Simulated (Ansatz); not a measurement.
TaGeO3 in space group P4mm (No. 99; Ta on 1b, Ge on 1a, O on 2c, O on 1b), r²SCAN in the plane-wave PAW code Ansatz, all energies at zero smearing, with the estimated change up to a 700 eV cutoff added, with one set of potentials and settings (totals compare only within such a set). Cell of 5 atoms (1 Ta, 1 Ge, 3 O): -15954.811 eV.

```csv
element,reference phase,E (eV/atom)
Ta,"Im-3m, 1 atoms in the cell",-9944.3222
Ge,"Fd-3m, 2 atoms in the cell",-4302.9041
O,"C2/m, 4 atoms in the cell, spin-polarised",-566.0281
```

Formation energy per atom, worked out: (-15954.811 − 1×(-9944.3222) − 1×(-4302.9041) − 3×(-566.0281))/5 = -1.900 eV/atom (-183 kJ per mol of atoms), at 0 K, without zero-point energy or fitted corrections.

The start of the workflow was typed in or built on a structure type; neither database checked (COD, Materials Project) lists it. Whether it is the stable phase at ambient conditions was not checked. The cell was relaxed with r²SCAN under the symmetry of its start; whether a distortion lowers the energy is not shown. The run is not spin-polarised. The references are the lowest solids computed at this level, not always the standard phases (solids in place of the gases). Spin–orbit coupling is left out wherever it is not named.

Potentials: the later of the program's two PAW sets.
